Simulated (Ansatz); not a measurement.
PbS:
```cif
data_Pb2S2
_chemical_formula_sum 'Pb2 S2'
_space_group_name_H-M_alt 'P4/nmm :1'
_space_group_IT_number 129
_space_group_name_Hall 'P 4ab 2ab -1ab'
_cell_length_a 5.09787
_cell_length_b 5.09787
_cell_length_c 4.12752
_cell_angle_alpha 90.000
_cell_angle_beta 90.000
_cell_angle_gamma 90.000
loop_
_space_group_symop_operation_xyz
  'x, y, z'
  '-y+1/2, x+1/2, z'
  '-x, -y, z'
  'y+1/2, -x+1/2, z'
  'x+1/2, -y+1/2, -z'
  '-y, -x, -z'
  '-x+1/2, y+1/2, -z'
  'y, x, -z'
  '-x+1/2, -y+1/2, -z'
  'y, -x, -z'
  'x+1/2, y+1/2, -z'
  '-y, x, -z'
  '-x, y, z'
  'y+1/2, x+1/2, z'
  'x, -y, z'
  '-y+1/2, -x+1/2, z'
loop_
_atom_site_label
_atom_site_type_symbol
_atom_site_symmetry_multiplicity
_atom_site_Wyckoff_symbol
_atom_site_fract_x
_atom_site_fract_y
_atom_site_fract_z
_atom_site_occupancy
Pb1 Pb 2 c 0.50000 0.00000 0.30407 1
S1 S 2 a 0.00000 0.00000 0.00000 1
```

Relaxed with r²SCAN+D4. DFT-r²SCAN+D4 in the program Ansatz with PAW potentials gives a gap of 1.01 eV.

Q: What gap does HSE06 give on the same cell (Ansatz, PAW)?

A: 1.27 eV, 0.26 eV more. The hybrid was solved on a coarser mesh and at special points; its gap is the smallest among all of these.

Cost on shared cores: the r²SCAN+D4 run (SCF on a 6×6×7 mesh, then bands and DOS) roughly 2.8 core-minutes, the HSE06 run (SCF on 4×4×5, then a few points) around 3 core-minutes (rough); the tasks are unlike.

A made-up cell: these elements were put on the sites of a structure type; neither database checked (COD, Materials Project) lists it. It is not the phase usual at ambient conditions (space group No. 225). The r²SCAN+D4 relaxation kept the symmetry of its start; whether a distortion lowers the energy is not shown. Spin–orbit coupling is left out wherever it is not named.

Potentials: the later of the program's two PAW sets.
